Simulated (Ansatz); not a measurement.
TiO2 (space group Pbcn)

```
CELL_PARAMETERS angstrom
      4.54518     0.00000     0.00000
      0.00000     5.51367     0.00000
      0.00000     0.00000     4.89396
ATOMIC_POSITIONS crystal
  Ti 0.50000 0.67573 0.75000
  Ti 0.50000 0.32427 0.25000
  Ti 0.00000 0.82427 0.25000
  Ti 0.00000 0.17573 0.75000
  O  0.72888 0.61821 0.08087
  O  0.27112 0.38179 0.91913
  O  0.77112 0.88179 0.58087
  O  0.22888 0.11821 0.41913
  O  0.22888 0.88179 0.91913
  O  0.77112 0.11821 0.08087
  O  0.27112 0.61821 0.41913
  O  0.72888 0.38179 0.58087
```

The volume is varied about the relaxed value V₀ at fixed cell shape. The atoms relax within the cell's symmetry.

Method: r2SCAN (plane waves to 500 eV, PAW, scalar-relativistic; Ansatz, an electronic-structure program). k mesh 6×5×6 (Γ-centred), Fermi-Dirac smearing 0.05 eV. Energies are smeared free energies. Compression counts positive. With the shape held, the modulus is that of even scaling; a crystal free to change shape is softer. TiO2 is run without spin polarisation. TiO2 was relaxed with its symmetry unable to fall. ΔE is measured from the relaxed starting cell.

| V (Å³/atom) | ΔE (meV/atom) |
|---|---|
| 9.607 | 29.3 |
| 9.709 | 20.0 |
| 9.812 | 12.6 |
| 9.914 | 7.0 |
| 10.016 | withheld |
| 10.118 | 0.8 |
| 10.220 | 0.0 |
| 10.323 | 0.7 |
| 10.425 | 2.8 |
| 10.527 | 6.3 |
| 10.629 | 11.0 |
| 10.731 | 16.8 |
| 10.834 | 23.8 |

Problem. Fit a third-order Birch-Murnaghan form (E₀, V₀, B₀, B₀′ free) to the given rows and predict ΔE at V = 10.016.

Solution. Least squares on the 12 given rows: ΔE = E₀ + (9V₀B₀/16)·y²·[2 + (B₀′ − 4)y], y = (V₀/V)^(2/3) − 1, with V₀ = 10.221 Å³/atom, B₀ = 229.1 GPa (160.2 GPa = 1 eV/Å³; the term in eV is multiplied by 1000), B₀′ = 4.07, E₀ = 0.03 meV/atom; root-mean-square residual 0.04 meV/atom. At 10.016 the fit gives 3.1 meV/atom; the calculation gives 3.0 meV/atom, so the interpolation is off by 0.1 (+3.3 %). For the pressure the fit gives 4.8 GPa against the computed 4.9 GPa.

(Under strain, the slope of the energy per volume gives the stress and its curvature an elastic modulus.)
